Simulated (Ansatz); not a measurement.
ZnSe (zinc blende, F-43m), PBEsol in the plane-wave PAW code Ansatz. The conduction-band minimum lies at Γ, with 1 equivalent valley. Second derivatives d²E/dk² of the lowest band at one valley (eV·Å²), along Cartesian directions:

```tsv
direction	d²E/dk²
[100]	83.11
[010]	83.11
[001]	83.11
[110]	83.02
[101]	83.02
[011]	83.02
```

### Question
Find the principal effective masses, the density-of-states mass and the conductivity mass.

### Answer
Off-diagonal terms follow from H_xy = H[110] − (H_xx + H_yy)/2, and m*/mₑ = 7.620 eV·Å² over each eigenvalue: 0.092, 0.092, 0.092. One valley's DOS mass (m₁m₂m₃)^(1/3) = 0.092, conductivity mass 3/(Σ 1/mᵢ) = 0.092 mₑ.

### Question
What effective density of states Nc follows at 300 K for parabolic valleys?

### Answer
Nc = 2.509e19 × 1 × (0.092)^(3/2) ≈ 7.0e17 cm⁻³.

The PBEsol relaxation kept the symmetry of its start. Spin–orbit coupling is left out wherever it is not named.

Potentials: the later of the program's two PAW sets.

Edges and masses are those of Kohn–Sham bands, whose gap is no quasiparticle gap.
